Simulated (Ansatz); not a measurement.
**Relaxing a structure of KMgH$_{3}$**

The start is a generated cell, KMgH3 placed in the AFLOW prototype ABC3_hR10_167_a_b_e (G0_1, as in CaCO3). The cell and all atomic positions are relaxed at zero pressure with r2SCAN (plane waves to 500 eV, PAW, scalar-relativistic; Ansatz, an electronic-structure program). First-step values are on the input's coarse k-mesh.

Ansatz input (later rounds restart from its end on a renewed k-mesh):
Ansatz 0.2 input:
```yaml
crystal:
  lattice:
    - [2.522998, 1.4566536, 5.7531233]
    - [-2.522998, 1.4566536, 5.7531233]
    - [0, -2.9133071, 5.7531233]
  atoms:
    - { symbol: Mg, position: [0.25, 0.25, 0.25] }
    - { symbol: Mg, position: [0.75, 0.75, 0.75] }
    - { symbol: K, position: [0, 0, 0] }
    - { symbol: K, position: [0.5, 0.5, 0.5] }
    - { symbol: H, position: [0.9933, 0.5067, 0.25] }
    - { symbol: H, position: [0.25, 0.9933, 0.5067] }
    - { symbol: H, position: [0.5067, 0.25, 0.9933] }
    - { symbol: H, position: [0.0067, 0.4933, 0.75] }
    - { symbol: H, position: [0.75, 0.0067, 0.4933] }
    - { symbol: H, position: [0.4933, 0.75, 0.0067] }
basis: { ecutwfc: 500, ecutrho_ratio: 4, xc_grid: 4, fft_grid_basis: typed }
kpoints: { mp_grid: { grid: [6, 6, 6] } }
hamiltonian:
  xc: r2scan
  dispersion: none
  pseudopotentials: { kind: paw }
scf: { occupations: { method: fermi_dirac, width: 0.05 } }
relax: { f_tol: 0.01, max_steps: 100, cell: { stress_tol: 0.02 } }
output: { forces: true, stress: true }
```

* **Initial pressure**: +37.7 GPa (positive: the cell is compressed)
* **Outcome**: The space group stays R-3c (No. 167) (the run could not lower it); the end is AFLOW prototype ABC3_hR10_167_a_b_e (G0_1, as in CaCO3), with 10 atoms in the primitive cell
* **Energy released**: 1.10 eV/atom
* **Shortest distances (start → end)**: The closest pairs of elements (up to four, under 3.6 Å), start → end: H–Mg 1.30 → 1.79 Å; H–H 2.24 → 3.10 Å; H–K 2.39 → 2.67 Å; K–Mg 3.25 → 3.88 Å
* **Band gap at the end**: 3.54 eV, direct at Γ (no spin-orbit coupling)
* **Optimiser moves**: 9

Relaxed structure:

Space group R-3c, hexagonal axes (No. 167); a = 6.2245 Å, b = 6.2245 Å, c = 17.5995 Å, α = 90.00°, β = 90.00°, γ = 120.00°

| atom | site | symmetry | x | y | z |
|---|---|---|---|---|---|
| Mg | 6a | 32 | 0.0000 | 0.0000 | 0.2500 |
| K | 6b | -3. | 0.0000 | 0.0000 | 0.0000 |
| H | 18e | .2 | 0.2877 | 0.2877 | 0.7500 |
(The calculation used a cell of 10 atoms; values per cell refer to that cell.)

Final values are on a 7×7×7 k-mesh of the relaxed cell. No spin polarisation in the result.

The run could not lose the symmetry of its start, so the end can be a saddle point.

The relaxed structure here is a generated cell of KMgH3: the first start was made by placing the elements on the sites of a structure type, and the end was not matched to a known phase here, so it may be hypothetical.
